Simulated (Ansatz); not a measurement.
Given:

NbAgO3:
```cif
data_AgNbO3
_chemical_formula_sum 'Nb1 Ag1 O3'
_space_group_name_H-M_alt 'P 1'
_space_group_IT_number 1
_cell_length_a 3.94989
_cell_length_b 3.94989
_cell_length_c 3.94989
_cell_angle_alpha 90.000
_cell_angle_beta 90.000
_cell_angle_gamma 90.000
loop_
_space_group_symop_operation_xyz
  'x, y, z'
loop_
_atom_site_label
_atom_site_type_symbol
_atom_site_fract_x
_atom_site_fract_y
_atom_site_fract_z
_atom_site_occupancy
Nb1 Nb 0.00000 0.00000 0.00000 1
Ag1 Ag 0.50000 0.50000 0.50000 1
O1 O 0.50000 0.00000 0.00000 1
O2 O 0.00000 0.50000 0.00000 1
O3 O 0.00000 0.00000 0.50000 1
```

This is the PBEsol-relaxed structure.

All from the program Ansatz at the PBEsol level (PAW), unless another level is named. Predict the band gap.

1.40 eV (indirect).

Give the formation energy from the elements (no fitted shifts).

-174 kJ/mol of atoms.

Predict the smallest direct gap on the standard path.

1.58 eV.

What about the conduction-band minimum?

at X (3 equivalent valleys).

Predict the valence-band maximum.

at M.

Space group Pm-3m (cubic perovskite). The first step of the workflow began from a Materials Project structure, measured or hypothetical; the Crystallography Open Database copy checked does not list it. COD files the formula under space group No. 57, so this cell is another polymorph or a model. Whether it is the stable phase at ambient conditions was not checked. The PBEsol relaxation kept the symmetry of its start. At this level the phase is dynamically unstable (imaginary phonons). The run is not spin-polarised. The references are the lowest solids computed at this level, not always the standard phases (solids in place of the gases). Scalar-relativistic: spin–orbit coupling is off unless named, which matters more the heavier the elements.

Potentials: the later of the program's two PAW sets.
